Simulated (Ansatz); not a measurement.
BAs:
```xyz
6
Lattice="3.4291 0.0000 0.0000 -1.7145 2.9697 0.0000 0.0000 0.0000 7.4029" Properties=species:S:1:pos:R:3 pbc="T T T"
B      1.7145     0.0000     3.7014
B     -0.8573     1.4848     1.2338
B      0.8573     1.4848     6.1690
As     1.7145     0.0000     0.0000
As    -0.8573     1.4848     4.9352
As     0.8573     1.4848     2.4676
```

Relaxed with PBEsol. Special points in fractions of this cell's reciprocal vectors: Γ (0.000, 0.000, 0.000); M (0.500, 0.000, 0.000); K (0.333, 0.333, 0.000); A (0.000, 0.000, 0.500); L (0.500, 0.000, 0.500); H (0.333, 0.333, 0.500).

### Question
List the band energies nearest the valence-band maximum at these points for PBEsol (plane waves, PAW; program Ansatz).

### Answer
In eV from the valence-band maximum; about four levels below and three above (degenerate sets whole), none deeper than 8.9 eV; points with the same levels are listed once.

```tsv
k	below	above
Γ	-1.26 -1.26 -0.95 0.00	2.13 2.13 2.61
M	-4.16 -3.18 -2.82 -2.53	0.31 0.63 0.84
K	-5.70 -5.70 -3.50 -2.59 -2.59	0.67 2.30 2.30
A	-1.19 -1.17 -1.17 -0.74	1.91 2.47 2.62
L	-3.88 -3.63 -3.37 -3.01	1.74 2.17 2.52
H	-5.78 -5.78 -3.26 -2.78	2.71 3.67 3.67
```

Space group P6_222. The start of the workflow was typed in or built on a structure type; neither database checked (COD, Materials Project) lists it. It is not the phase usual at ambient conditions (space group No. 216). Symmetry was held in the PBEsol relaxation; of distortions, only those at the zone centre were tested. Its formation energy is positive at this level, so the cell may be metastable or incomplete. Scalar-relativistic: spin–orbit coupling is off unless named, which matters more the heavier the elements.

Potentials: the later of the program's two PAW sets.
